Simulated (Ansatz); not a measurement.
InAs:
```xyz
4
Lattice="4.2944 0.0000 0.0000 -2.1472 3.7191 0.0000 0.0000 0.0000 7.0565" Properties=species:S:1:pos:R:3 pbc="T T T"
In     2.1472     1.2397     3.5320
In     0.0000     2.4794     0.0037
As     2.1472     1.2397     6.1742
As     0.0000     2.4794     2.6460
```

This is the PBEsol-relaxed structure.

**Question.** All from PBEsol in the plane-wave PAW code Ansatz, unless another level is named. Estimate the electronic character.

**Answer.** no gap, with almost no states at the Fermi level (zero-gap or semimetallic).

**Question.** Next, the HSE06 gap on the PBEsol cell?

**Answer.** 0.47 eV (a hybrid on a coarse mesh can open a false gap in a semimetal).

**Question.** And the formation energy from the elements (no fitted shifts)?

**Answer.** -0.19 eV/atom.

**Question.** Give the gap with spin–orbit coupling.

**Answer.** none (metallic).

Space group P6_3mc (wurtzite). The first step of the workflow began from a Materials Project structure, measured or hypothetical; the Crystallography Open Database copy checked does not list it. It is not the phase usual at ambient conditions (space group No. 216). Symmetry was held in the PBEsol relaxation; of distortions, only those at the zone centre were tested. The references are the lowest solids computed at this level, not always the standard phases. Spin–orbit coupling is left out wherever it is not named.

Potentials: the later of the program's two PAW sets.
